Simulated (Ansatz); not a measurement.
ZnPS3: from a starting cell to a relaxed one

The relaxed structure here is a generated cell of ZnPS3: the first start was made by placing the elements on the sites of a structure type, and the end was not matched to a known phase here, so it may be hypothetical.

The start is a generated trial cell of ZnPS3 in the AFLOW prototype ABC3_hR10_167_a_b_e (G0_1, as in CaCO3). The structure is fully relaxed (lattice and positions, P = 0) with r2SCAN (plane waves to 500 eV, PAW, scalar-relativistic; Ansatz, a first-principles code). First-step values are on the input's coarse k-mesh.

Ansatz input (later rounds restart from its end on a renewed k-mesh):
Ansatz 0.2 input:
```yaml
crystal:
  lattice:
    - [3.0586848, 1.7659325, 6.9746353]
    - [-3.0586848, 1.7659325, 6.9746353]
    - [0, -3.531865, 6.9746353]
  atoms:
    - { symbol: P, position: [0.25, 0.25, 0.25] }
    - { symbol: P, position: [0.75, 0.75, 0.75] }
    - { symbol: Zn, position: [0, 0, 0] }
    - { symbol: Zn, position: [0.5, 0.5, 0.5] }
    - { symbol: S, position: [0.9933, 0.5067, 0.25] }
    - { symbol: S, position: [0.25, 0.9933, 0.5067] }
    - { symbol: S, position: [0.5067, 0.25, 0.9933] }
    - { symbol: S, position: [0.0067, 0.4933, 0.75] }
    - { symbol: S, position: [0.75, 0.0067, 0.4933] }
    - { symbol: S, position: [0.4933, 0.75, 0.0067] }
basis: { ecutwfc: 500, ecutrho_ratio: 4, xc_grid: 4, fft_grid_basis: typed }
kpoints: { mp_grid: { grid: [5, 5, 5] } }
hamiltonian:
  xc: r2scan
  dispersion: none
  pseudopotentials: { kind: paw }
scf: { occupations: { method: fermi_dirac, width: 0.05 } }
relax: { f_tol: 0.01, max_steps: 100, cell: { stress_tol: 0.02 } }
output: { forces: true, stress: true }
```

How much energy is released per atom?

About 2.6 eV/atom.

How does the volume change?

-12.9 %, from 22.60 to 19.69 Å³/atom.

How do the shortest distances between atoms change?

The closest pairs of elements (up to four, under 3.6 Å), start → end: P–S 1.57 → 2.01 Å; S–Zn 2.89 → 2.54 Å; S–S 2.72 → 3.44 Å.

What band gap does the relaxed structure have at this level?

Zero (metallic).

The last rounds were run with spin polarisation. What moments result?

Net 0.16 μB/atom, ferromagnetic.

Write out the relaxed structure.


```cif
data_P6S18Zn6
_chemical_formula_sum 'P6 Zn6 S18'
_space_group_name_H-M_alt 'R-3c :H'
_space_group_IT_number 167
_space_group_name_Hall '-R 3 2"c'
_cell_length_a 5.98184
_cell_length_b 5.98184
_cell_length_c 19.06213
_cell_angle_alpha 90.000
_cell_angle_beta 90.000
_cell_angle_gamma 120.000
loop_
_atom_site_label
_atom_site_type_symbol
_atom_site_symmetry_multiplicity
_atom_site_Wyckoff_symbol
_atom_site_fract_x
_atom_site_fract_y
_atom_site_fract_z
_atom_site_occupancy
P1 P 6 a 0.00000 0.00000 0.25000 1
Zn1 Zn 6 b 0.00000 0.00000 0.00000 1
S1 S 18 e 0.33521 0.33521 0.75000 1
```
(The calculation used a cell of 10 atoms; values per cell refer to that cell.)

The space group stays R-3c (No. 167) (the run could not lower it), with 10 atoms in the primitive magnetic cell. Final values are on a 9×9×9 k-mesh of the relaxed cell. The first round had no spin; a later round switched it on. The start holds a very short contact (P–S 1.57 Å). Spin state reached: ferromagnetic (net 0.16 μB/atom); other spin orders were not run from this start.

The run could not lose the symmetry of its start, so the end can be a saddle point.
